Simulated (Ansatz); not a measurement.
# Does relaxation matter for the field gradients of BP with a B vacancy?

Start: a supercell of BP (zinc blende type, F-43m) built from a Materials Project structure (computed, not necessarily an observed phase), with all atoms left at the host's positions.

Space group F-43m (No. 216); a = 13.5964 Å.

| site | Wyckoff | site symmetry | x | y | z |
| --- | --- | --- | --- | --- | --- |
| B1 | 48h | ..m | 0.1667 | 0.0000 | 0.1667 |
| B4 | 16e | .3m | 0.3333 | 0.8333 | 0.1667 |
| B8 | 16e | .3m | 0.6667 | 0.6667 | 0.3333 |
| B14 | 24f | 2.mm | 0.5000 | 0.6667 | 0.5000 |
| P27 | 4d | -43m | 0.2500 | 0.7500 | 0.2500 |
| P28 | 48h | ..m | 0.4167 | 0.7500 | 0.4167 |
| P31 | 16e | .3m | 0.5833 | 0.5833 | 0.4167 |
| P35 | 16e | .3m | 0.9167 | 0.4167 | 0.5833 |
| P41 | 24g | 2.mm | 0.7500 | 0.4167 | 0.7500 |

One atom of each set is listed; the run and its k-mesh use a cell of 53 atoms with edges of 9.61, 9.61, 9.61 Å.

All values are calculated (Ansatz; DFT, PBE, plane waves and PAW, scalar-relativistic, 420 eV cutoff, Γ-centred 3×3×3 k-points, Fermi–Dirac smearing 0.01 eV, cell charge -3), not measured.

The largest force at the start is 0.82 eV/Å. Relaxing the ions at fixed cell moves them by 0.104 Å at most (atom 35, P) and 0.036 Å rms.

```
site  moved (Å)  first shell before   first shell after  V_zz before (10²¹ V/m²)  η before
  B1      0.038       4 P at 1.96 Å  4 P at 1.95–1.97 Å                    -0.38      0.51
  B4      0.009       4 P at 1.96 Å       4 P at 1.97 Å                     0.11      0.00
  B8      0.008       4 P at 1.96 Å       4 P at 1.97 Å                     0.13      0.00
 B14      0.007       4 P at 1.96 Å       4 P at 1.97 Å                    0.057      0.79
 P28      0.019       4 B at 1.96 Å       4 B at 1.97 Å                     0.93      0.59
 P31      0.003       4 B at 1.96 Å       4 B at 1.97 Å                    -0.30      0.00
 P35      0.104       3 B at 1.96 Å       3 B at 1.97 Å                    -8.46      0.00
 P41      0.018       4 B at 1.96 Å  4 B at 1.95–1.97 Å                     1.15      0.11
```

(1) How do the gradients change?

## Answers

(1) 

```
site  V_zz after  η after  change of V_zz
  B1       -0.48     0.49           -0.10
  B4        0.10     0.00           -0.01
  B8        0.12     0.00           -0.01
 B14       0.078     0.84           +0.02
 P28        0.96     0.74           +0.03
 P31       -0.33     0.00           -0.03
 P35       -7.61     0.00           +0.85
 P41        1.32     0.45           +0.17
```

The largest change of V_zz is on P35, from -8.46 to -7.61. In per cent, |V_zz| changes by -10 on P (all sites that start above 2). Where |V_zz| stays above 0.1, η moves most on P41, from 0.11 to 0.45. Sites without a gradient aren't listed. The electronic state changes along with the positions (a gap opens), so the changes aren't those of geometry alone.

The defect repeats with the cell of 53 atoms, so it feels its images: sites between two images don't show the values beside a lone defect, and zeros or small values of η there can come from the images' arrangement. A uniform background compensates the cell's charge.
Before: The run isn't spin-polarised, and a state with spin may lie lower. The defect cell has no gap above 0.1 eV on its mesh, so the values can hang on the smearing and the k-mesh. The neighbours have not yet relaxed around the defect (largest force 0.82 eV/Å), so a real crystal will differ.
After: With a gap of 0.2 eV on this mesh, small gradients can still move by 0.1 × 10²¹ V/m² or more as the k-mesh gets denser.
